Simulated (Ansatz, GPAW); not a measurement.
One calculation of HfB, 7 ways

```
Hf B
1.0
     0.00000    2.31000    2.31000
     2.31000    0.00000    2.31000
     2.31000    2.31000    0.00000
Hf B
1 1
Direct
  0.50000 0.50000 0.50000
  0.00000 0.00000 0.00000
```

Alike in all runs: task band structure; functional PBEsol; k mesh 10 × 10 × 10; occupations fermi-dirac, width 0.05 eV; no spin polarisation; no spin-orbit coupling. Pressure is positive in compression and, in plane waves, holds the error of the finite cutoff, which Ansatz's Pulay term estimates and takes out.

```tsv
program and potentials	plane-wave cutoff (eV)	notes	pressure (GPa)
Ansatz, Ansatz PAW	420	potentials made for PBE, which Ansatz adapts in part; 14.5 valence electrons an atom on average; Pulay term of +0.13 GPa included	23.23
Ansatz, JTH PAW	1230	potentials made for PBE; 7.5 valence electrons an atom on average; Pulay term of +0.03 GPa included	24.78
Ansatz, Ansatz PAW (files of its older set among them)	710	potentials made for PBE, which Ansatz adapts in part; 14.5 valence electrons an atom on average; Pulay term of +0.02 GPa included	23.32
Ansatz, PseudoDojo stringent (PBEsol files)	1796	14.5 valence electrons an atom on average; Pulay term of +0.04 GPa included	23.14
Ansatz, PseudoDojo standard (PBEsol files)	1034	7.5 valence electrons an atom on average; Pulay term of +0.03 GPa included	24.64
Ansatz, all-electron LAPW, scalar-relativistic	-	-	23.25
GPAW, PAW data sets generated for this functional	800	7.5 valence electrons an atom on average	25.59
```

The pressure spans 23.14 (Ansatz, PseudoDojo stringent (PBEsol files)) to 25.59 GPa (GPAW, PAW data sets generated for this functional), with all-electron results at 23.25. The cell lies far from this level's equilibrium.

The functional is the same throughout but for its coding, so the spread measures potentials, basis and numerics; runs on potential files found faulty are left out.
